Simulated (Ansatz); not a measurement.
## Two states of Cr₂AuCl

```
Cr Au Cl
1.0
     3.46908    0.00000    0.00000
     1.73454   -5.12034    0.00000
     0.00000    0.00000   -7.57070
Cr Au Cl
4 2 2
Direct
  0.61077 0.77846 0.94839
  0.38923 0.22154 0.44839
  0.38923 0.22154 0.05161
  0.61077 0.77846 0.55161
  0.08659 0.82682 0.75000
  0.91341 0.17318 0.25000
  0.83910 0.32180 0.75000
  0.16090 0.67820 0.25000
```

The numbers come from plane-wave PAW DFT (Ansatz): PBE, with U_eff = 6.08 eV on Cr d, V = 1.07 eV between Cr d and Cl p within 3.335 Å (all-electron-ortho-atomic projectors), 420 eV, 6×6×3 Γ-centred k points, fermi-dirac occupations (width 0.1 eV). Nothing was relaxed.

State A: Cr1 up, Cr2 up, Cr3 down, Cr4 down (collinear spin). State B: Cr1 up, Cr2 up, Cr3 down, Cr4 up (collinear spin).

Which state is lower, and how do they differ?

State A is lower by 38.4 meV an atom at zero smearing; in free energy at this smearing B lies +37.4 meV an atom from A.

| state | free energy (meV/atom) | largest moment in a small sphere (μB) | net moment (μB/cell) | gap on mesh (eV) | pressure (GPa) | largest force (eV/Å) |
| --- | --- | --- | --- | --- | --- | --- |
| A | 0.0 | 3.72 | 0.00 | 0.26 | 43.9 | 5.78 |
| B | 37.4 | 3.81 | 9.77 | metal | 45.7 | 6.25 |

Origin: a known structure type with other elements, at an estimated volume, so it need not be a known compound. Caveats: another magnetic order, which this cell may not hold, can open a gap; the k mesh is coarse if the cell is a metal; atoms or cell far from equilibrium; the gap is not wide against the smearing.
